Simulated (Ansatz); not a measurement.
**LaZr$_{4}$O$_{3}$: relaxed-ion elastic tensor**

Computed with DFT PBE, scalar-relativistic, plane waves, PAW (Ansatz). Settings: 420 eV plane-wave cutoff, Γ-centred 12×12×4 mesh, Gaussian smearing of 0.10 eV. No spin polarisation.

Relaxed structure:
```yaml
crystal:
  lattice:
    - [3.32667, 0.00000, 0.00000]
    - [-1.66334, 2.88098, 0.00000]
    - [0.00000, 0.00000, 13.63515]
  atoms:
    - { symbol: La, position: [0.00000, 0.00000, 0.00000] }
    - { symbol: Zr, position: [0.33333, 0.66667, 0.59570] }
    - { symbol: Zr, position: [0.66667, 0.33333, 0.40430] }
    - { symbol: Zr, position: [0.33333, 0.66667, 0.21542] }
    - { symbol: Zr, position: [0.66667, 0.33333, 0.78458] }
    - { symbol: O, position: [0.00000, 0.00000, 0.50000] }
    - { symbol: O, position: [0.33333, 0.66667, 0.87840] }
    - { symbol: O, position: [0.66667, 0.33333, 0.12160] }
```

The structure comes from a proposed guess, relaxed at this level; another structure or a mixture of phases may lie lower. In a metal, frequencies and elastic constants depend on the k mesh and the smearing, soft modes and shear constants most.

Question: Give the relaxed-ion elastic constants (GPa, Voigt order xx yy zz yz xz xy, on the Cartesian axes of the cell above).

Answer:
C11 = 236.0, C12 = 92.0, C13 = 103.6, C14 = -23.5, C22 = 236.0, C23 = 103.6, C24 = 23.5, C33 = 266.5, C44 = 41.7, C55 = 41.7, C56 = -23.4, C66 = 72.0 GPa; the others vanish.

Question: Is the crystal stable against homogeneous strain?

Answer: Yes: the least eigenvalue of the tensor is 28.9 GPa.

Question: And the moduli of a polycrystal (Hill averages)?

Answer: B = 148 GPa, G = 54 GPa, E = 144 GPa, ν = 0.34.
